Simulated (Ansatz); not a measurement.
NaF:
```xyz
2
Lattice="0.0000 2.3144 2.3144 2.3144 0.0000 2.3144 2.3144 2.3144 0.0000" Properties=species:S:1:pos:R:3 pbc="T T T"
Na     0.0000     0.0000     0.0000
F      2.3144     2.3144     2.3144
```

Relaxed with PBEsol. 

Task: HSE06 on this cell (Ansatz, a quantum-chemistry and plane-wave program, PAW) gives a gap of 8.50 eV. What does PBEsol give?

Result: 6.20 eV.

Cost on shared cores: the PBEsol run (SCF on a 10×10×10 mesh, then bands and DOS) around 7 core-seconds (rough), the HSE06 run (SCF on 8×8×8, then a few points) roughly 80 core-seconds; the tasks are unlike.

Space group Fm-3m (rock salt). The cell was relaxed with PBEsol under the symmetry of its start; phonons on a q-mesh show no instability.

Potentials: the later of the program's two PAW sets.

Ansatz is a plane-wave DFT program.
